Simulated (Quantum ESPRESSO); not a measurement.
Ga2Zr3AlNbMg, input and log of a self-consistent run

A calculation, not a measurement. The program is pw.x of Quantum ESPRESSO 7.5 (plane-wave density functional theory). The cell is made up: eight metal atoms on a face-centred cubic lattice, with elements, volume, strain and displacements drawn at random and not relaxed, so it may be unstable or far from any real phase. PseudoDojo standard norm-conserving files set the functional (PBE unless stated); there is no spin polarisation or spin-orbit coupling, the Fermi-Dirac width of 0.25 eV means electrons at about 2900 K, and the masses in the input are unused placeholders. A spin test at this wide smearing found no moment, but such smearing suppresses magnetism that the real alloy may have.

Input:

```
&control calculation='scf', pseudo_dir='./dojo.nc.sr.pbe.v0_5.standard.upf', outdir='./o', disk_io='minimal', tprnfor=.true., tstress=.true. /
&system ibrav=0, nat=8, ntyp=5, nbnd=57, ecutwfc=84.00895049, nosym=.true., tot_charge=0,
 occupations='smearing', smearing='fd', degauss=0.0183746611
/
&electrons conv_thr=1.470e-08, electron_maxstep=70, mixing_beta=0.5 /
ATOMIC_SPECIES
Al 1.0 Al.upf
Ga 1.0 Ga.upf
Mg 1.0 Mg.upf
Nb 1.0 Nb.upf
Zr 1.0 Zr.upf
CELL_PARAMETERS angstrom
0.0 -2.1943 -2.1943
2.1943 4.3886 -2.1943
8.7771 -4.3886 4.3886
ATOMIC_POSITIONS angstrom
Ga 0.0841 -0.1419 -0.0836
Zr 4.4814 -2.1622 2.1364
Al 4.4084 -0.0215 0.0175
Nb 8.879 -2.1659 2.2213
Zr 2.1419 -2.4322 0.0079
Zr 6.5737 -4.2788 1.9576
Ga 2.1182 0.0589 -2.2063
Mg 6.6211 -2.2489 -0.0106
K_POINTS automatic
8 5 2 1 1 1
```

The log is shortened where brackets say so; the opening notice, blank lines, dates and the lines on written files are dropped, and the path of the files is cut. It prints rydbergs, bohrs and kilobars, and counts compression as positive stress. Its total energy is the free energy E - TS of the whole cell.

```
     Program PWSCF v.7.5
     Parallel version (MPI & OpenMP), running on       4 processor cores
     Number of MPI processes:                 4
     Threads/MPI process:                     1
     [start-up lines left out]
     bravais-lattice index     =            0
     lattice parameter (alat)  =       5.8642  a.u.
     unit-cell volume          =    1140.7773 (a.u.)^3
     number of atoms/cell      =            8
     number of atomic types    =            5
     number of electrons       =        88.00
     number of Kohn-Sham states=           57
     kinetic-energy cutoff     =      84.0090  Ry
     charge density cutoff     =     336.0358  Ry
     scf convergence threshold =      1.5E-08
     mixing beta               =       0.5000
     number of iterations used =            8  plain     mixing
     Exchange-correlation= PBE
                           (   1   4   3   4   0   0   0)
     [axes and pseudopotential details left out]
   Cartesian axes
     site n.     atom                  positions (alat units)
         1        Ga     tau(   1) = (   0.0271010  -0.0457269  -0.0269399  )
         2        Zr     tau(   2) = (   1.4441181  -0.6967626   0.6884487  )
         3        Al     tau(   3) = (   1.4205941  -0.0069283   0.0056393  )
         4        Nb     tau(   4) = (   2.8612319  -0.6979550   0.7158075  )
         5        Zr     tau(   5) = (   0.6902210  -0.7837694   0.0025458  )
         6        Zr     tau(   6) = (   2.1183557  -1.3788308   0.6308309  )
         7        Ga     tau(   7) = (   0.6825838   0.0189804  -0.7109737  )
         8        Mg     tau(   8) = (   2.1336302  -0.7247015  -0.0034158  )
     number of k points=    40  Fermi-Dirac smearing, width (Ry)=  0.0184
                       cart. coord. in units 2pi/alat
        k(    1) = (   0.1126961  -0.0198877  -0.0685006), wk =   0.0500000
        k(    2) = (  -0.0198875   0.0243069  -0.1126952), wk =   0.0500000
     [further k points left out]
     Dense  grid:   118703 G-vectors     FFT dimensions: (  36,  60, 120)
     Estimated max dynamical RAM per process >     313.56 MB
     Estimated total dynamical RAM >       1.14 GB
     Initial potential from superposition of free atoms
     starting charge      87.9820, renormalised to      88.0000
     Starting wfcs are   67 randomized atomic wfcs
     total cpu time spent up to now is        4.4 secs
     per-process dynamical memory:   228.7 Mb
     Self-consistent Calculation
     iteration #  1     ecut=    84.01 Ry     beta= 0.50
     Davidson diagonalization with overlap
     ethr =  1.00E-02,  avg # of iterations =  2.5
     total cpu time spent up to now is       11.4 secs
     total energy              =    -855.54900177 Ry
     estimated scf accuracy    <       3.27163414 Ry
     iteration #  2     ecut=    84.01 Ry     beta= 0.50
     Davidson diagonalization with overlap
     ethr =  3.72E-03,  avg # of iterations =  5.3
     total cpu time spent up to now is       20.6 secs
     total energy              =    -853.19951206 Ry
     estimated scf accuracy    <      97.22466897 Ry
     iteration #  3     ecut=    84.01 Ry     beta= 0.50
     Davidson diagonalization with overlap
     ethr =  3.72E-03,  avg # of iterations =  5.2
     total cpu time spent up to now is       28.7 secs
     total energy              =    -857.28465611 Ry
     estimated scf accuracy    <       3.88901673 Ry
     iteration #  4     ecut=    84.01 Ry     beta= 0.50
     Davidson diagonalization with overlap
     ethr =  3.72E-03,  avg # of iterations =  2.1
     total cpu time spent up to now is       34.5 secs
     total energy              =    -857.45151151 Ry
     estimated scf accuracy    <       4.36050043 Ry
     iteration #  5     ecut=    84.01 Ry     beta= 0.50
     Davidson diagonalization with overlap
     ethr =  3.72E-03,  avg # of iterations =  1.1
     total cpu time spent up to now is       39.7 secs
     total energy              =    -857.62551953 Ry
     estimated scf accuracy    <       0.07796114 Ry
     [iterations 6 to 11 left out]
     iteration # 12     ecut=    84.01 Ry     beta= 0.50
     Davidson diagonalization with overlap
     ethr =  9.52E-09,  avg # of iterations =  3.0
     total cpu time spent up to now is       88.7 secs
     total energy              =    -857.64399838 Ry
     estimated scf accuracy    <       0.00000781 Ry
     iteration # 13     ecut=    84.01 Ry     beta= 0.50
     Davidson diagonalization with overlap
     ethr =  8.88E-09,  avg # of iterations =  2.0
     total cpu time spent up to now is       94.5 secs
     total energy              =    -857.64399891 Ry
     estimated scf accuracy    <       0.00000179 Ry
     iteration # 14     ecut=    84.01 Ry     beta= 0.50
     Davidson diagonalization with overlap
     ethr =  2.03E-09,  avg # of iterations =  2.5
     total cpu time spent up to now is      100.7 secs
     total energy              =    -857.64399887 Ry
     estimated scf accuracy    <       0.00000665 Ry
     iteration # 15     ecut=    84.01 Ry     beta= 0.50
     Davidson diagonalization with overlap
     ethr =  2.03E-09,  avg # of iterations =  1.3
     total cpu time spent up to now is      106.1 secs
     total energy              =    -857.64399916 Ry
     estimated scf accuracy    <       0.00000012 Ry
     iteration # 16     ecut=    84.01 Ry     beta= 0.50
     Davidson diagonalization with overlap
     ethr =  1.38E-10,  avg # of iterations =  3.9
     total cpu time spent up to now is      112.6 secs
     End of self-consistent calculation
     [lines on levels left out]
!    total energy              =    -857.64399917 Ry
     estimated scf accuracy    <       0.00000001 Ry
     smearing contrib. (-TS)   =      -0.11385999 Ry
     internal energy E=F+TS    =    -857.53013918 Ry
     The total energy is F=E-TS. E is the sum of the following terms:
     one-electron contribution =    -364.89165106 Ry
     hartree contribution      =     225.29480064 Ry
     xc contribution           =    -187.77657329 Ry
     ewald contribution        =    -530.15671547 Ry
     convergence has been achieved in  16 iterations
     Forces acting on atoms (cartesian axes, Ry/au):
     atom    1 type  2   force =    -0.01503530    0.01124954   -0.00742348
     atom    2 type  5   force =    -0.05258779   -0.00777300   -0.00373490
     atom    3 type  1   force =    -0.00577618   -0.00273566   -0.00077445
     atom    4 type  4   force =     0.02114757   -0.00378374   -0.00835493
     atom    5 type  5   force =    -0.01351703    0.02817299   -0.01332848
     atom    6 type  5   force =     0.05644776   -0.04450992    0.05413820
     atom    7 type  2   force =    -0.01073825   -0.00842515    0.00325180
     atom    8 type  3   force =     0.02005923    0.02780494   -0.02377376
     Total force =     0.122517     Total SCF correction =     0.000518
     Computing stress (Cartesian axis) and pressure
          total   stress  (Ry/bohr**3)                   (kbar)     P=      -33.04
  -0.00027425   0.00003189  -0.00001555          -40.34        4.69       -2.29
   0.00003189  -0.00020325  -0.00008926            4.69      -29.90      -13.13
  -0.00001555  -0.00008926  -0.00019629           -2.29      -13.13      -28.87
     init_run     :      4.17s CPU      4.30s WALL (       1 calls)
     electrons    :    107.92s CPU    108.20s WALL (       1 calls)
     forces       :      1.19s CPU      1.19s WALL (       1 calls)
     stress       :      3.98s CPU      3.98s WALL (       1 calls)
     [timing details left out]
     PWSCF        :   1m57.39s CPU   1m57.82s WALL
     JOB DONE.
```

In other units: free energy -11668.841 eV for the cell, pressure -3.30 GPa, largest force component 1.451 eV/Å in size. The run took 120 s of wall time with four MPI processes on a shared machine (AMD EPYC, Zen 5, virtual cores), so the time is rough. A rerun of this cell at a higher cutoff and on a denser mesh moved values by no more than 0.002 eV in energy, 0.06 GPa in stress and 0.007 eV/Å in force, and a second program with other atomic files agreed on that cell to 2 % rms in force and 0.5 GPa in pressure.